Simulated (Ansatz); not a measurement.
W (Fm-3m), zone-centre modes

Computed with Ansatz, DFT PBEsol, scalar-relativistic, plane waves, PAW. Settings: plane waves to 420 eV, k-mesh 16×16×12 (Γ-centred), Gaussian smearing 0.15 eV. Spin–orbit coupling is left out, which can shift energies with elements as heavy as these. No spin polarisation.

Reference structure (as given, not relaxed at this level; this fcc form isn't the usual structure):

```
CELL_PARAMETERS angstrom
0.00000 -2.03000 -2.03000
0.00000 2.03000 -2.03000
4.06000 0.00000 0.00000
ATOMIC_POSITIONS crystal
W 0.50000 0.50000 0.50000
W 0.00000 0.00000 0.00000
```

Harmonic modes by finite displacements of 0.02 Å, without the LO–TO term. The cell doubles the primitive one, so its zone centre also holds the primitive cell's point q = (0, 1/2, 1/2).

(1) At this geometry, is the structure stable against these modes?

(2) List the wavenumbers in cm⁻¹.

Answers

(1) Yes: no mode is imaginary beyond 10 cm⁻¹, and only the three translations lie near zero.

(2) 0, 0, 0, 88, 88, 198.

Cost: 1 run of about 0.66 core-minutes, on Arm Neoverse V2 (shared hosts).